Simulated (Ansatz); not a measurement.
**Pb2O: enthalpy against pressure**

Pb2O, Pn-3m, a = 5.380 Å. The structure is a COD entry; whether it is the stable form wasn't checked. Ansatz: PBEsol, PAW, 420 eV, Γ-centred 8×8×8 mesh on 6 atoms, Gaussian smearing 0.10 eV; no spin polarisation. Cell and atoms are relaxed at each pressure, and no other structure is tried, so the rows at high pressure may lie past a change of phase. y is the enthalpy over the state at zero pressure; there V0 = 25.953 Å³/atom. The pressures are the targets, met within 0.07 GPa.

| P (GPa) | y (eV/atom) |
| --- | --- |
| -3.0 | -0.5004 |
| 0.0 | 0.0000 |
| 3.0 | 0.4734 |
| 8.0 | 1.2182 |
| 15.0 | 2.1929 |
| 30.0 | ? |
| 60.0 | 7.4709 |

Task: Fit y = c1 P + c2 P² + c3 P³ to the other rows, say what c1 and c2 mean, and predict the missing value.

Result: Least squares on the rows shown. y = 0.16167 P − 0.0011795 P² + 9.3383×10⁻⁶ P³. Since dH/dP = V, c1 is V0: 0.16167 eV/GPa × 160.2 = 25.900 Å³ against 25.953; c2 = −V0/(2B0) gives B0 = 69 GPa, where a Birch–Murnaghan fit to the volumes of the same runs (not shown) gives 54 GPa: a cubic over this range folds the higher terms into c2. Above P = −c2/(3 c3) = 42 GPa the cubic's slope, the volume, would rise with pressure, so the form fails there. At P = 30.0 the fit asked for gives 4.0407 eV/atom. The run gave 4.1020 eV/atom, so the fit is 0.0613 eV/atom too low, 0.77 % of the span of the series, against an rms of 0.0030 eV/atom on the fitted rows. With a term in P⁴ added, a fit to the same known rows predicts 4.1537 eV/atom, which misses by about as much or more on the other side: the known rows don't fix the higher terms.

Spin–orbit coupling is left out, which can shift energies with elements as heavy as these.

Cost: 7 runs of about 5.9 core-minutes in all, on Arm Neoverse V2 (shared hosts).